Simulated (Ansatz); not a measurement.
Structures of W2I: which is lowest?

Plane-wave DFT in Ansatz with scalar-relativistic PAW potentials, cutoff 420 eV, Γ-centred meshes chosen by cell and gap, Gaussian smearing with energies taken to zero width. Every cell was relaxed (cell and atoms) in a run of its own, within the symmetry of its start. Functional: PBE.

Relaxed structures (starts from databases or built by putting these elements on another compound's sites):
A. P6/mmm, 3 atoms in the computed cell, a = 4.574 Å, c = 3.303 Å; sites (symmetry × multiplicity) W -6m2 × 2, I 6/mmm × 1; start: built
B. Immm, 3 atoms in the computed cell, a = 3.163 Å, b = 4.342 Å, c = 8.094 Å; sites (symmetry × multiplicity) W mm2 × 4, I mmm × 2; start: built

Q: Rank them by energy. Could pressure change the order?

A:
```tsv
structure	group	E − E(lowest) (meV/atom)	V (Å³/atom)	gap on mesh (eV)
B	Immm	0.0	18.52	0.00
A	P6/mmm	305	19.95	0.00
```

B is lowest, 305 meV/atom under A. The lowest is also the densest of these, so pressure wouldn't bring one of the others in at first order. Other structures may lie lower than all of these, and vibrations aren't counted.

Spin-orbit coupling is left out, which matters for the bands of heavy elements. Spin polarisation was left out, and a magnetic state may lie lower.